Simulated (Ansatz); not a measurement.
Elastic constants of YSe: input and output

Method: Ansatz 0.2.0, DFT LDA, scalar-relativistic, plane waves, PAW.

Launched with:
```bash
ansatz run input.yaml --threads 1 --pin off --max-ram 3072MiB --backend cpu --events-out ev --progress --plain --runs-dir out
```

Input (bare energies are in eV):
```yaml
crystal:
  lattice:
    - [0.0, 2.8223017883, 2.8223017883]
    - [2.8223017883, 0.0, 2.8223017883]
    - [2.8223017883, 2.8223017883, 0.0]
  atoms:
    - { symbol: "Y", position: [0.0, 0.0, 0.0] }
    - { symbol: Se, position: [0.5, 0.5, 0.5] }
basis:
  ecutwfc: 420
kpoints:
  mp_grid: { grid: [12, 12, 12] }
hamiltonian:
  xc: lda
scf:
  occupations: { method: fermi_dirac, width: 0.15 }
output:
  forces: true
  stress: true
  eigenvalues: true
elastic:
  mode: relaxed_ion
  amplitude: 0.005
```

From the output:
```
--- Elastic constants: 2 strain directions × 4 members + reference (group order 48) ---
  dense FFT box of the reference and of every strained cell: 27×27×27
  strains applied: 11, 23; error gains: componentwise 1.00 (the most a stress slope's error grows in a printed constant), spectral 1.73 (1 for all six strains in a standard setting)
  C = ∂σ_k/∂η_j (tension-positive GPa; Voigt order 11 22 33 23 13 12):
       236.060     20.636     20.636     -0.000     -0.000     -0.000
        20.636    236.060     20.636      0.000      0.000     -0.000
        20.636     20.636    236.060     -0.000     -0.000      0.000
         0.000     -0.000     -0.000     17.819      0.000     -0.000
        -0.000      0.000      0.000     -0.000     17.819      0.000
         0.000     -0.000      0.000      0.000     -0.000     17.819
  reference stress σ⁰ (GPa):      0.001      0.001      0.001      0.000      0.000      0.000
  C* (energy form; C + prestress term) asymmetry max|C*_kj − C*_jk| = 7.105e-15 GPa — a small one proves nothing (zero by symmetry where the batch's group is 432, −43m or m−3m); a large one is finite-difference/SCF noise where every solve ...
  moduli (Voigt/Reuss/Hill, GPa): K = 92.44/92.44/92.44   G = 53.78/26.75/40.26   E = 105.47   ν = 0.310
  mechanically stable: yes (min eigenvalue of sym C = 17.82 GPa)
  strain η (Voigt 11):  stress-route row diagonal C_11 = 236.06 GPa, energy-path curvature d²(F+E_count+ΔE)/dδ²/Ω₀ = 236.22 GPa
    cells at ±δ against ±2δ: C11 236.17 and 236.51 GPa, apart by 0.14 % of the column's largest entry
         δ    σ_11 (GPa) F (eV) n_scf n_hpsi n_pw
    -1.000e-2      -2.5146       -9132.6834503      10   72720    895   relax 0 steps, max|allowed force component| 2.17e-30 eV/Å
    -5.000e-3      -1.2175       -9132.6860595       5   54437    895   relax 0 steps, max|allowed force component| 9.86e-31 eV/Å
     5.000e-3       1.1442       -9132.6860897       5   55059    903   relax 0 steps, max|allowed force component| 1.10e-29 eV/Å
     1.000e-2       2.2156       -9132.6837256       8   57555    910   relax 0 steps, max|allowed force component| 6.18e-29 eV/Å
  strain η (Voigt 23):  stress-route row diagonal C_44 = 17.82 GPa, energy-path curvature d²(F+E_count+ΔE)/dδ²/Ω₀ = 17.96 GPa
    cells at ±δ against ±2δ: C44 17.82 and 17.84 GPa, apart by 0.09 % of the column's largest entry
         δ    σ_23 (GPa) F (eV) n_scf n_hpsi n_pw
    -1.000e-2      -0.1784       -9132.6866531       9  116604    903   relax 0 steps, max|allowed force component| 1.52e-29 eV/Å
    -5.000e-3      -0.0891       -9132.6868398       3   76627    903   relax 0 steps, max|allowed force component| 9.27e-30 eV/Å
     5.000e-3       0.0891       -9132.6868398       3   73147    903   relax 0 steps, max|allowed force component| 9.56e-30 eV/Å
     1.000e-2       0.1784       -9132.6866531       7   94740    903   relax 0 steps, max|allowed force component| 5.58e-29 eV/Å
```

Time: 86 s on 1 thread of Arm Neoverse V1, on a shared host, peak memory 0.53 GiB.

In a metal, frequencies and elastic constants depend on the k mesh and the smearing, soft modes and shear constants most. Spin polarisation was left out, and a magnetic state may lie lower.

The least eigenvalue is 17.8 GPa; in a metal on this mesh the verdict on stability isn't firm within about 20 GPa or a tenth of the bulk modulus.